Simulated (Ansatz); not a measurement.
VCrC2 and the effect of the Hubbard U on Cr d, V d

The structure is trigonal, space group R-3m (No. 166). Conventional cell: a = 2.921 Å, b = 2.921 Å, c = 14.218 Å, α = 90.00°, β = 90.00°, γ = 120.00°. Around Cr (site symmetry -3m) lie 6 C at 2.05 Å. V (site symmetry -3m) has 6 C at 2.07 Å as nearest neighbours. C (site symmetry 3m) has 3 Cr at 2.05 Å and 3 V at 2.07 Å as nearest neighbours.

The cell comes from a database or a generator and needn't be the stable form of this composition.

Kept alike: task band structure; functional PBE; k mesh 11 × 11 × 11; occupations fermi-dirac, width 0.05 eV; collinear spin, ferromagnetic start. Program: Ansatz, Ansatz PAW, cutoff 420 eV. The mesh is that of the run's cell of 4 atoms. No spin-orbit coupling.

| Hubbard U on Cr d, V d, U (eV) | pressure (GPa) | largest site moment (μB) |
| --- | --- | --- |
| 0 | 0.36 | 1.05 |
| 1 | 6.01 | 1.66 |
| 2 | 10.06 | 1.91 |
| 3 | 14.70 | 2.10 |

Pressure is positive in compression, with a Pulay correction for the finite cutoff. For a metal such a mesh leaves the last digits unconverged. How U acts hangs on the program's projectors. The runs hold the magnetic state that their start led to, which needn't be the lowest. Site moments count inside each atom's sphere or projector. U is the effective U - J on orthogonalised atomic projectors. Double counting: fully localised limit (the default).

The pressure rises from 0.36 to 14.70 GPa between 0 and 3 eV. U localises the shell and weakens its bonds, so the cell pushes outwards. The largest site moment rises from 1.05 to 2.10 μB between 0 and 3 eV. U favours whole occupations of the shell, which as a rule raises the local moment.
